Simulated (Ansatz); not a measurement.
## ⁷⁹Br quadrupole couplings across 5 crystals

Computed with Ansatz: DFT, r2SCAN, plane waves and PAW, scalar-relativistic, 500 eV cutoff. Q = 308.7 mb (Pyykkö 2018), I = 3/2. The cells come from the COD and the Materials Project (computed, not necessarily observed phases), with the atoms as given or relaxed (PBE, cell held). Spin–orbit coupling is left out, which moves gradients at and beside heavy atoms (Bi, Cs, Pb) by some per cent and at some sites by far more. At most two sites a crystal are listed; metals, magnetic cells and gradients under 0.03 × 10²¹ V/m² (0.12 where the gap is under 1 eV) that symmetry doesn't force to zero are left out, and those under about 0.1 are uncertain even in sign.

```json
{"crystal": "Cs3CdBr5", "space group": "I4/mcm", "first shell of Br": "1 Cd at 2.60 Å", "C_Q (MHz)": "159", "η": "0.02"}
{"crystal": "Cs3Sc2Br9", "space group": "P6_3/mmc", "first shell of Br": "1 Sc at 2.56 Å", "C_Q (MHz)": "63.4", "η": "0.02"}
{"crystal": "Rb3Sc2Br9", "space group": "P6_3/mmc", "first shell of Br": "1 Sc at 2.55 Å", "C_Q (MHz)": "57.0", "η": "0.02"}
{"crystal": "Cs2AgBiBr6", "space group": "Fm-3m", "first shell of Br": "1 Ag at 2.77 Å, 1 Bi at 2.84 Å, angle 180°", "C_Q (MHz)": "?", "η": "?"}
{"crystal": "Cs3Sc2Br9", "space group": "P6_3/mmc", "first shell of Br": "2 Sc at 2.78 Å, angle 82°", "C_Q (MHz)": "-91.4", "η": "0.38"}
{"crystal": "CsPbBr3", "space group": "Pnma", "first shell of Br": "2 Pb at 3.00–3.01 Å, angle 151°", "C_Q (MHz)": "138", "η": "0.01"}
{"crystal": "CsPbBr3", "space group": "Pnma", "first shell of Br": "2 Pb at 3.00 Å, angle 156°", "C_Q (MHz)": "145", "η": "0.12"}
{"crystal": "Rb3Sc2Br9", "space group": "P6_3/mmc", "first shell of Br": "2 Sc at 2.77 Å, angle 82°", "C_Q (MHz)": "-86.2", "η": "0.41"}
{"crystal": "Cs3CdBr5", "space group": "I4/mcm", "first shell of Br": "6 Cs at 3.64–3.99 Å", "C_Q (MHz)": "7.73", "η": "0.00"}
```

Task: Estimate the withheld values.

Result: Cs2AgBiBr6 (1 Ag at 2.77 Å, 1 Bi at 2.84 Å, angle 180°): C_Q = 207 MHz, η = 0.00.

By the number of first neighbours, |C_Q| spans 57 to 159 MHz with 1, 86 to 207 MHz with 2.

The crystals are a selection from a larger pool of database entries, not a random sample of it.
